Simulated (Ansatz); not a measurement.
According to r²SCAN (plane waves, PAW; program Ansatz), NiAu in the tetragonal phase (P4/nmm; Au on 2c, Ni on 2c) relaxes to a = 2.825 Å, c = 7.059 Å. Against the elements it lies at 8.4 kJ/mol-atom, with no fitted shifts.

Electronic character: metallic (no gap). The magnetic state found is ferromagnetic. The net moment is 0.34 μB per atom.

Bader charges are Au -0.19, Ni +0.19 e.

The start of the workflow was typed in or built on a structure type; neither database checked (COD, Materials Project) lists it. Its standing as an ambient phase is unchecked. Symmetry was held in the r²SCAN relaxation; whether a distortion lowers the energy is not shown. Spin order of the final state: ferromagnetic, chosen from 2 collinear starts compared on coarse meshes (ties went to the first, and starts can fall back to one state), not a proven ground state. Other orbital occupations within this spin state were not tried. For itinerant 3d metals, meta-GGAs of the SCAN family and hybrids are commonly reported to give too large moments. Axis ratios of metals converge slowly with the k-mesh, so a and c are less sure than the volume. The references are the lowest solids computed at this level, not always the standard phases. Spin–orbit coupling is left out wherever it is not named.

Potentials: the earlier of the program's two PAW sets.
